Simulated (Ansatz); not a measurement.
Starting cell, La (dhcp type, space group P6_3/mmc):

```yaml
crystal:
  lattice:
    - [3.77035, 0.00000, 0.00000]
    - [-1.88517, 3.26522, 0.00000]
    - [0.00000, 0.00000, 12.08097]
  atoms:
    - { symbol: La, position: [0.00000, 0.00000, 0.00000] }
    - { symbol: La, position: [0.00000, 0.00000, 0.50000] }
    - { symbol: La, position: [0.33333, 0.66667, 0.25000] }
    - { symbol: La, position: [0.66667, 0.33333, 0.75000] }
```

Scan: atom 3 (La, nearest neighbour La at 3.723 Å; its periodic images, 3.8 Å or more away, move with it) is displaced along Cartesian [110], direction (0.707, 0.707, 0.000) in Cartesian axes, by s. The other atoms stay.

These are PBE (plane waves to 420 eV, PAW, scalar-relativistic; Ansatz, a first-principles code) values and carry that method's errors. k mesh 11×11×3 (Γ-centred), Fermi-Dirac smearing 0.05 eV. Energies are smeared free energies. With partly filled bands, energies and forces of such displacements shift with the k mesh and the smearing. La is run without spin polarisation. La was relaxed with its symmetry unable to fall. ΔE is measured from the undisplaced structure. The last digit holds for this mesh only.

```
s (Å)   ΔE (meV/cell)
------  -------------
-0.740          130.2
-0.592           86.3
-0.444           48.9
-0.296           21.5
-0.148            5.2
0.000             0.0
0.148             5.2
0.296            21.8
0.444            52.3
0.592            99.1
0.740           161.9
```

**Question.** What force constant k = d²E/ds² at s = 0 does the table give?

**Answer.** 0.5 eV/Å². It is the second difference of the nearest points, corrected with the next pair.

**Question.** With k = 0.47 eV/Å² from the forces, is the well harmonic out to s = 0.740 Å?

**Answer.** ½ks² = 130 meV/cell against the computed 162 meV/cell, so the well is stiffer than harmonic there.

(A displaced cell: forces are minus the slopes of the energy, force constants its curvatures, and phonons follow from these.)
